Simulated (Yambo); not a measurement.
G0W0@PBEsol for KAuF₄ (space group I4/mcm, No. 140) in Yambo. Reference settings: 2×2×2 Γ-centred k mesh, bands 9 to 315 and a 7 Ry block in the screening, 315 bands in G with the Bruneval-Gonze terminator, plasmon pole fitted at 27.2 eV. The PBEsol gap X → X on this mesh is 2.32 eV; G0W0 gaps are taken between the same points.

The settings were changed. The gap went from 6.34 eV to 6.38 eV, and the shift of the valence edge from -1.85 eV to -1.76 eV.

### Question
Which change was made?
A. no terminator
B. no random integration
C. 159 bands in W
D. 6 Ry block

### Answer
C, 159 bands in W. The others gave (gap, valence shift): no random integration: 6.20, -1.56 eV; 6 Ry block: 6.35, -1.87 eV; no terminator: 6.39, -1.62 eV.

Spin-orbit coupling is not included.

Geometry of the Materials Project entry, not relaxed at this level; primitive cell a = b = c = 7.0789 Å, α = β = 129.81°, γ = 73.72°.

A shift is the quasiparticle energy of the state minus its PBEsol energy.
